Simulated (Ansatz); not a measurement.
**Ga (I-43d): electronic heat capacity and spin susceptibility from the density of states**

Theory: DFT r2SCAN, scalar-relativistic, plane waves, PAW (Ansatz 0.2.0).

Plane waves to 500 eV, a k mesh through Γ of 8×8×8 on the computed 6-atom cell and Gaussian smearing (0.10 eV); no spin polarisation.

Relaxed cell: I-43d, a = 5.987 Å, b = 5.987 Å, c = 5.987 Å, α = 90.00°, β = 90.00°, γ = 90.00°, 6 atoms in the primitive cell. This form isn't the element's structure at ambient conditions.

The density of states at the Fermi level is 2.174 states/eV in the cell of 6 atoms (6 formula units; both spins, tetrahedra on a 12×12×12 mesh).

**Question.** What Sommerfeld coefficient and Pauli susceptibility does this give?

**Answer.** Per formula unit N(E_F) = 0.362 states/eV. γ = (π²/3) k_B² N(E_F) N_A = 2.357 mJ/(mol K²) per state/eV, so γ = 0.9 mJ/(mol K²), a mole of formula units. χ_P = μ_B² N(E_F) N_A = 3.23×10⁻⁵ emu/mol per state/eV gives 1.2×10⁻⁵ emu/mol. This is the bare band result: a measured γ of the same phase is as a rule larger by a factor 1 + λ from phonons and spin fluctuations, the spin part of χ is larger by the Stoner factor, and a measured χ also holds orbital and core terms. N(E_F) at one energy is sensitive to the mesh where the density of states has sharp peaks.

Cost: 1 run of about 2.9 core-minutes, on Arm Neoverse V1 (shared hosts).